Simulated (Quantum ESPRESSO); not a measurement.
# Au3Mg4Ta: one run as intended and one with a planted mistake

Computed values, not a measurement. The program is pw.x of Quantum ESPRESSO 7.5 (plane-wave density functional theory). The cell is made up: eight metal atoms on a hexagonal close-packed lattice, with elements, volume, strain and displacements drawn at random and not relaxed, so it may be unstable or far from any real phase. PseudoDojo standard norm-conserving files set the functional (PBE unless stated); there is no spin polarisation or spin-orbit coupling, the Fermi-Dirac width of 0.25 eV means electrons at about 2900 K, and the masses in the input are unused placeholders. Heavy elements are run without spin-orbit coupling, which real alloys of them have. A spin test at this wide smearing found no moment, but such smearing suppresses magnetism that the real alloy may have.

Intended input:

```
&control calculation='scf', pseudo_dir='./dojo.nc.sr.pbe.v0_5.standard.upf', outdir='./o', disk_io='minimal', tprnfor=.true., tstress=.true. /
&system ibrav=0, nat=8, ntyp=3, nbnd=65, ecutwfc=84.00895049, nosym=.true., tot_charge=0,
 occupations='smearing', smearing='fd', degauss=0.0183746611
/
&electrons conv_thr=1.470e-08, electron_maxstep=70, mixing_beta=0.5 /
ATOMIC_SPECIES
Au 1.0 Au.upf
Mg 1.0 Mg.upf
Ta 1.0 Ta.upf
CELL_PARAMETERS angstrom
0.0594 -0.0634 5.2334
6.1572 0.0131 0.0711
-3.0672 5.3233 -0.1013
ATOMIC_POSITIONS angstrom
Au 0.1286 -0.1744 0.1789
Au -1.4825 2.6667 0.035
Mg 2.9854 0.1275 0.1211
Mg 1.4467 2.6407 -0.1353
Mg -0.0562 1.7859 2.5318
Mg -1.4907 4.3371 2.6616
Au 3.1871 1.8122 2.552
Ta 1.5655 4.4265 2.5441
K_POINTS automatic
5 5 5 1 1 1
```

The log is shortened where brackets say so; the opening notice, blank lines, dates and the lines on written files are dropped, and the path of the files is cut. It prints rydbergs, bohrs and kilobars, and counts compression as positive stress. Its total energy is the free energy E - TS of the whole cell.

Log of the intended run:

```
     Program PWSCF v.7.5
     Parallel version (MPI & OpenMP), running on       4 processor cores
     Number of MPI processes:                 4
     Threads/MPI process:                     1
     [start-up lines left out]
     bravais-lattice index     =            0
     lattice parameter (alat)  =       9.8911  a.u.
     unit-cell volume          =    1158.6565 (a.u.)^3
     number of atoms/cell      =            8
     number of atomic types    =            3
     number of electrons       =       110.00
     number of Kohn-Sham states=           65
     kinetic-energy cutoff     =      84.0090  Ry
     charge density cutoff     =     336.0358  Ry
     scf convergence threshold =      1.5E-08
     mixing beta               =       0.5000
     number of iterations used =            8  plain     mixing
     Exchange-correlation= PBE
                           (   1   4   3   4   0   0   0)
     [axes and pseudopotential details left out]
   Cartesian axes
     site n.     atom                  positions (alat units)
         1        Au     tau(   1) = (   0.0245696  -0.0333198   0.0341796  )
         2        Au     tau(   2) = (  -0.2832376   0.5094838   0.0066869  )
         3        Mg     tau(   3) = (   0.5703727   0.0243594   0.0231366  )
         4        Mg     tau(   4) = (   0.2763979   0.5045164  -0.0258496  )
         5        Mg     tau(   5) = (  -0.0107372   0.3412034   0.4837106  )
         6        Mg     tau(   6) = (  -0.2848043   0.8286205   0.5085094  )
         7        Au     tau(   7) = (   0.6089083   0.3462281   0.4875699  )
         8        Ta     tau(   8) = (   0.2990951   0.8457007   0.4860606  )
     number of k points=    63  Fermi-Dirac smearing, width (Ry)=  0.0184
                       cart. coord. in units 2pi/alat
        k(    1) = (   0.0835278   0.1483715   0.1008632), wk =   0.0320000
        k(    2) = (   0.0830823   0.3448097   0.1032480), wk =   0.0320000
     [further k points left out]
     Dense  grid:   120433 G-vectors     FFT dimensions: (  60,  72,  72)
     Estimated max dynamical RAM per process >     436.04 MB
     Estimated total dynamical RAM >       1.62 GB
     Initial potential from superposition of free atoms
     starting charge     109.9955, renormalised to     110.0000
     Starting wfcs are   60 randomized atomic wfcs +    5 random wfcs
     total cpu time spent up to now is        9.1 secs
     per-process dynamical memory:   356.2 Mb
     Self-consistent Calculation
     iteration #  1     ecut=    84.01 Ry     beta= 0.50
     Davidson diagonalization with overlap
     ethr =  1.00E-02,  avg # of iterations =  3.0
     Threshold (ethr) on eigenvalues was too large:
     Diagonalizing with lowered threshold
     Davidson diagonalization with overlap
     ethr =  7.58E-04,  avg # of iterations =  1.0
     total cpu time spent up to now is       50.1 secs
     total energy              =   -1494.22133281 Ry
     estimated scf accuracy    <       0.84686000 Ry
     iteration #  2     ecut=    84.01 Ry     beta= 0.50
     Davidson diagonalization with overlap
     ethr =  7.70E-04,  avg # of iterations =  3.0
     total cpu time spent up to now is       73.4 secs
     total energy              =   -1494.30170219 Ry
     estimated scf accuracy    <       2.49051764 Ry
     [iterations 3 to 10 left out]
     iteration # 11     ecut=    84.01 Ry     beta= 0.50
     Davidson diagonalization with overlap
     ethr =  3.43E-10,  avg # of iterations =  2.0
     total cpu time spent up to now is      272.4 secs
     total energy              =   -1494.61665353 Ry
     estimated scf accuracy    <       0.00000003 Ry
     iteration # 12     ecut=    84.01 Ry     beta= 0.50
     Davidson diagonalization with overlap
     ethr =  2.69E-11,  avg # of iterations =  2.0
     total cpu time spent up to now is      293.1 secs
     End of self-consistent calculation
     [lines on levels left out]
!    total energy              =   -1494.61665353 Ry
     estimated scf accuracy    <          2.8E-09 Ry
     smearing contrib. (-TS)   =      -0.08757915 Ry
     internal energy E=F+TS    =   -1494.52907438 Ry
     The total energy is F=E-TS. E is the sum of the following terms:
     one-electron contribution =    -787.24842371 Ry
     hartree contribution      =     404.41891164 Ry
     xc contribution           =    -248.77520235 Ry
     ewald contribution        =    -862.92435996 Ry
     convergence has been achieved in  12 iterations
     Forces acting on atoms (cartesian axes, Ry/au):
     atom    1 type  1   force =    -0.03098588    0.00802311   -0.00068182
     atom    2 type  1   force =     0.01036909   -0.00343568   -0.00566116
     atom    3 type  2   force =     0.02160086   -0.00990832   -0.00045081
     atom    4 type  2   force =     0.00411775    0.01435908    0.00223024
     atom    5 type  2   force =     0.00465266   -0.01255757   -0.00181807
     atom    6 type  2   force =    -0.01158727    0.00825544    0.00016017
     atom    7 type  1   force =    -0.02164606   -0.01335067    0.00930786
     atom    8 type  3   force =     0.02347884    0.00861461   -0.00308642
     Total force =     0.061016     Total SCF correction =     0.000260
     Computing stress (Cartesian axis) and pressure
          total   stress  (Ry/bohr**3)                   (kbar)     P=      -78.06
  -0.00048399  -0.00005478   0.00002736          -71.20       -8.06        4.03
  -0.00005478  -0.00042036   0.00000200           -8.06      -61.84        0.29
   0.00002736   0.00000200  -0.00068760            4.03        0.29     -101.15
     init_run     :      8.01s CPU      8.57s WALL (       1 calls)
     electrons    :    273.95s CPU    284.02s WALL (       1 calls)
     forces       :      3.23s CPU      3.28s WALL (       1 calls)
     stress       :     11.46s CPU     11.47s WALL (       1 calls)
     [timing details left out]
     PWSCF        :   4m57.17s CPU   5m 8.01s WALL
     JOB DONE.
```

A second run has one planted mistake: the files are those of another functional. The input lines that differ:

```
- &control calculation='scf', pseudo_dir='./dojo.nc.sr.pbe.v0_5.standard.upf', outdir='./o', disk_io='minimal', tprnfor=.true., tstress=.true. /
+ &control calculation='scf', pseudo_dir='./dojo.nc.sr.lda.v0_4_1.standard.upf', outdir='./o', disk_io='minimal', tprnfor=.true., tstress=.true. /
```

Its log:

```
     Program PWSCF v.7.5
     Parallel version (MPI & OpenMP), running on       4 processor cores
     Number of MPI processes:                 4
     Threads/MPI process:                     1
     [start-up lines left out]
     bravais-lattice index     =            0
     lattice parameter (alat)  =       9.8911  a.u.
     unit-cell volume          =    1158.6565 (a.u.)^3
     number of atoms/cell      =            8
     number of atomic types    =            3
     number of electrons       =       110.00
     number of Kohn-Sham states=           65
     kinetic-energy cutoff     =      84.0090  Ry
     charge density cutoff     =     336.0358  Ry
     scf convergence threshold =      1.5E-08
     mixing beta               =       0.5000
     number of iterations used =            8  plain     mixing
     Exchange-correlation= SLA  PW   NOGX NOGC
                           (   1   4   0   0   0   0   0)
     [axes and pseudopotential details left out]
   Cartesian axes
     site n.     atom                  positions (alat units)
         1        Au     tau(   1) = (   0.0245696  -0.0333198   0.0341796  )
         2        Au     tau(   2) = (  -0.2832376   0.5094838   0.0066869  )
         3        Mg     tau(   3) = (   0.5703727   0.0243594   0.0231366  )
         4        Mg     tau(   4) = (   0.2763979   0.5045164  -0.0258496  )
         5        Mg     tau(   5) = (  -0.0107372   0.3412034   0.4837106  )
         6        Mg     tau(   6) = (  -0.2848043   0.8286205   0.5085094  )
         7        Au     tau(   7) = (   0.6089083   0.3462281   0.4875699  )
         8        Ta     tau(   8) = (   0.2990951   0.8457007   0.4860606  )
     number of k points=    63  Fermi-Dirac smearing, width (Ry)=  0.0184
                       cart. coord. in units 2pi/alat
        k(    1) = (   0.0835278   0.1483715   0.1008632), wk =   0.0320000
        k(    2) = (   0.0830823   0.3448097   0.1032480), wk =   0.0320000
     [further k points left out]
     Dense  grid:   120433 G-vectors     FFT dimensions: (  60,  72,  72)
     Estimated max dynamical RAM per process >     436.04 MB
     Estimated total dynamical RAM >       1.62 GB
     Initial potential from superposition of free atoms
     starting charge     109.9961, renormalised to     110.0000
     Starting wfcs are   60 randomized atomic wfcs +    5 random wfcs
     total cpu time spent up to now is        8.7 secs
     per-process dynamical memory:   356.2 Mb
     Self-consistent Calculation
     iteration #  1     ecut=    84.01 Ry     beta= 0.50
     Davidson diagonalization with overlap
     ethr =  1.00E-02,  avg # of iterations =  3.0
     Threshold (ethr) on eigenvalues was too large:
     Diagonalizing with lowered threshold
     Davidson diagonalization with overlap
     ethr =  7.42E-04,  avg # of iterations =  1.0
     total cpu time spent up to now is       48.3 secs
     total energy              =   -1489.48007572 Ry
     estimated scf accuracy    <       0.82858682 Ry
     iteration #  2     ecut=    84.01 Ry     beta= 0.50
     Davidson diagonalization with overlap
     ethr =  7.53E-04,  avg # of iterations =  2.9
     total cpu time spent up to now is       71.1 secs
     total energy              =   -1489.54936946 Ry
     estimated scf accuracy    <       2.42807970 Ry
     [iterations 3 to 10 left out]
     iteration # 11     ecut=    84.01 Ry     beta= 0.50
     Davidson diagonalization with overlap
     ethr =  2.80E-10,  avg # of iterations =  2.0
     total cpu time spent up to now is      316.8 secs
     total energy              =   -1489.86282940 Ry
     estimated scf accuracy    <       0.00000003 Ry
     iteration # 12     ecut=    84.01 Ry     beta= 0.50
     Davidson diagonalization with overlap
     ethr =  2.92E-11,  avg # of iterations =  2.0
     total cpu time spent up to now is      342.3 secs
     End of self-consistent calculation
     [lines on levels left out]
!    total energy              =   -1489.86282941 Ry
     estimated scf accuracy    <          2.1E-09 Ry
     smearing contrib. (-TS)   =      -0.08868286 Ry
     internal energy E=F+TS    =   -1489.77414655 Ry
     The total energy is F=E-TS. E is the sum of the following terms:
     one-electron contribution =    -789.53465605 Ry
     hartree contribution      =     403.66080174 Ry
     xc contribution           =    -240.97593227 Ry
     ewald contribution        =    -862.92435996 Ry
     convergence has been achieved in  12 iterations
     Forces acting on atoms (cartesian axes, Ry/au):
     atom    1 type  1   force =    -0.02922178    0.00152162    0.00379167
     atom    2 type  1   force =     0.00667370   -0.00036741   -0.00200058
     atom    3 type  2   force =     0.02031498   -0.00813401    0.00144483
     atom    4 type  2   force =     0.00428721    0.01465036    0.00183799
     atom    5 type  2   force =     0.00010869   -0.01201580   -0.00370414
     atom    6 type  2   force =    -0.01370687    0.00491927   -0.00021990
     atom    7 type  1   force =    -0.01569829   -0.01072673    0.00578342
     atom    8 type  3   force =     0.02724235    0.01015270   -0.00693329
     Total force =     0.057403     Total SCF correction =     0.000218
     Computing stress (Cartesian axis) and pressure
          total   stress  (Ry/bohr**3)                   (kbar)     P=     -127.55
  -0.00082913  -0.00004104   0.00004158         -121.97       -6.04        6.12
  -0.00004104  -0.00076910   0.00000659           -6.04     -113.14        0.97
   0.00004158   0.00000659  -0.00100289            6.12        0.97     -147.53
     init_run     :      7.99s CPU      8.51s WALL (       1 calls)
     electrons    :    322.11s CPU    333.65s WALL (       1 calls)
     forces       :      4.09s CPU      4.13s WALL (       1 calls)
     stress       :     16.07s CPU     16.60s WALL (       1 calls)
     [timing details left out]
     PWSCF        :   5m50.47s CPU   6m 3.30s WALL
     JOB DONE.
```

```
                                            intended run  run with the mistake
                          free energy (eV)    -20335.296            -20270.616
         entropy term -TS, part of it (eV)        -1.192                -1.207
                            pressure (GPa)         -7.81                -12.75
size of the largest force component (eV/Å)         0.797                 0.751
largest change of a force component (eV/Å)                               0.167
                                iterations            12                    12
```

For scale, a rerun of the intended cell at a higher cutoff and on a denser mesh moved values by no more than 0.004 eV in energy, 0.02 GPa in stress and 0.006 eV/Å in force, and a second program with other atomic files agreed on that cell to 2 % rms in force and 0.5 GPa in pressure. Files of another functional or element have another zero of energy, so the energy change says nothing on stability.